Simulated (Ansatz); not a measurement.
Si (diamond), relaxed with r²SCAN (Ansatz, an electronic-structure program, plane waves, PAW): a = 5.4443 Å, b = 5.4443 Å, c = 5.4443 Å, α = 90.00°, β = 90.00°, γ = 90.00°.

- gap (eV): 0.77
- B₀ by P(V) fit (GPa): 96.8
- K_Hill (GPa): 97.0
- G_Hill (GPa): 68.6
- Θ_D (K): 659

Task: The same phase is relaxed and computed with r²SCAN+D4 in the same code. What are the cell and these values now?

Result: a = 5.4290 Å, b = 5.4290 Å, c = 5.4290 Å, α = 90.00°, β = 90.00°, γ = 90.00°.

* **gap (eV)**: 0.76
* **B₀ by P(V) fit (GPa)**: 97.8
* **K_Hill (GPa)**: 98.9
* **G_Hill (GPa)**: 69.0
* **Θ_D (K)**: 660

All cells were relaxed under the symmetry of their starts (and spin orders); stability against distortions was not tested throughout.

Potentials: the later of the program's two PAW sets.

Ansatz is a plane-wave DFT program.
